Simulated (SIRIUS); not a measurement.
Small calculations from the output for Zr (P6_3/mmc, 2 atoms in the cell; from Materials Project mp-131)

```
Zr
1.0
    3.23923     0.00000     0.00000
   -1.61962     2.80525     0.00000
    0.00000     0.00000     5.17222
Zr
2
Cartesian
  0.00000   1.87017   1.29306
  1.61962   0.93508   3.87917
```

Level of theory: PBEsol, GBRV PBEsol ultrasoft pseudopotentials (plane waves; SIRIUS 7.12.0).

Main settings: parameters.ngridk = 16 16 10; parameters.xc_functionals = [XC_GGA_X_PBE_SOL, XC_GGA_C_PBE_SOL]; parameters.gk_cutoff = 6.325 1/bohr; parameters.pw_cutoff = 14.143 1/bohr; parameters.smearing = cold; parameters.smearing_width = 0.00999582 Ha; potentials = GBRV PBEsol ultrasoft pseudopotentials; parameters.electronic_structure_method = pseudopotential.

The structure comes from a collection of computed structures, made at another level of theory; the collection holds predicted forms beside known ones.

The cell holds 317.2 bohr³ and the plane-wave cutoff is 40.0 Ry.

Problem. How many plane waves does a k-point need, and how does the count grow with the cutoff?

Solution. In Rydberg units |k + G|² ≤ E, a sphere of radius √40.0 = 6.325 bohr⁻¹. Each G takes (2π)³/V of reciprocal space, so N = V E^(3/2)/(6π²) = 317.2 × 253.0/59.218 = 1355. The program's largest count at a k-point is 1387; single k-points scatter about the estimate. The count grows as E^(3/2): 20 % more cutoff means 31 % more plane waves.

The cell was also run at V = 46.529 Å³ (F = -2697.48166 eV, P = -3.36 GPa) and V = 47.469 Å³ (F = -2697.45696 eV, P = -5.07 GPa), scaled uniformly; the base has V = 46.999 Å³, P = -4.23 GPa and F₀ = -2697.47057 eV.

Problem. Check the pressure against the energies, and estimate the bulk modulus and the volume of zero pressure.

Solution. P = −dF/dV ≈ −(0.02470 eV)/(0.940 Å³) = -0.02628 eV/Å³; times 160.218 GPa per eV/Å³ this is -4.21 GPa, against -4.23 GPa from the stress tensor. B = −V dP/dV ≈ −46.999 × (-1.71 GPa)/(0.940 Å³) = 85 GPa at this volume. The curvature of the energies, B = V (F₊ + F₋ − 2F₀)/(ΔV/2)², gives 86 GPa. To first order the pressure vanishes at V0 ≈ V(1 + P/B) = 44.67 Å³, so all lengths change by about -1.68 %. Shape and fractional positions were held, which usually makes B too large where they are free.
